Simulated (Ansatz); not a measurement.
Interlayer sliding in a free bilayer taken from bulk MoS$_{2}$ (3R-MoS2 type, space group R3m): the upper half of the atoms below is shifted in the plane.

```
CELL_PARAMETERS angstrom
      3.17521     0.00000     0.00000
      1.58761     2.74982     0.00000
      0.00000     0.00000    24.30410
ATOMIC_POSITIONS crystal
  S  0.49998 0.49998 0.30859
  Mo 0.83331 0.83331 0.37257
  S  0.49998 0.49998 0.43652
  S  0.16665 0.16665 0.56348
  Mo 0.49998 0.49998 0.62746
  S  0.16665 0.16665 0.69141
```

In-plane vectors a = (3.175, 0.000) Å, b = (1.588, 2.750) Å, area 8.73 Å². The shift is s times the vector a (length 3.175 Å), so s = 1 restores the start. Atoms relax along the normal only. γ = [E(shift) − E(0)] / area.

Calculation: r2SCAN+rVV10 (plane waves to 500 eV, PAW, scalar-relativistic; Ansatz, a quantum-chemistry and plane-wave program). k mesh 12×12×1 (Γ-centred), Fermi-Dirac smearing 0.05 eV. Energies are extrapolated to zero smearing. MoS2 is run without spin polarisation. MoS2 was relaxed with its symmetry unable to fall. This is one of several known forms of MoS2; the measured ambient cells at hand have space group No. 194. The zero of γ is zero shift.

| s | γ (mJ/m²) |
|---|---|
| 0.000 | 0 |
| 0.083 | 9 |
| 0.167 | 27 |
| 0.250 | 49 |
| 0.333 | 66 |
| 0.417 | withheld |
| 0.500 | 80 |
| 0.583 | withheld |
| 0.667 | 66 |
| 0.750 | 49 |
| 0.833 | 27 |
| 0.917 | 9 |

**Question.** Fit a Fourier form (three harmonics of 1 − cos and sin) to the given rows and predict γ at s = 0.583.

**Answer.** Least squares on the 10 given rows: γ = (39.5)·[1 − cos(2πs)] + (4.4)·[1 − cos(4πs)] + (0.5)·[1 − cos(6πs)], in mJ/m²; root-mean-square residual 0.5 mJ/m². At 0.583 the fit gives 76 mJ/m²; the calculation gives 76 mJ/m², the same to the digits shown. 

(The slope of γ gives the shear force per area between the displaced halves; near zero shift its curvature is an elastic stiffness.)
